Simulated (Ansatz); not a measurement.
Data:

WSe₂:
```xyz
6
Lattice="3.3026 0.0000 0.0000 -1.6513 2.8601 0.0000 0.0000 0.0000 13.2274" Properties=species:S:1:pos:R:3 pbc="T T T"
W      0.0000     1.9068     3.3068
W      1.6513     0.9534     9.9205
Se     0.0000     1.9068     8.2569
Se     1.6513     0.9534     1.6432
Se     1.6513     0.9534     4.9705
Se     0.0000     1.9068    11.5842
```

This is the r²SCAN+D4-relaxed structure.

### Question
All from r²SCAN+D4 (plane waves, PAW; program Ansatz), unless another level is named. Predict the highest zone-centre frequency (without LO–TO term).

### Answer
38.4 meV.

### Question
And the Young's modulus?

### Answer
86.6 GPa.

Space group P6_3/mmc. Symmetry was held in the r²SCAN+D4 relaxation; of distortions, only those at the zone centre were tested. No spin polarisation was allowed. Scalar-relativistic: spin–orbit coupling is off unless named, which matters more the heavier the elements.

Potentials: the later of the program's two PAW sets.
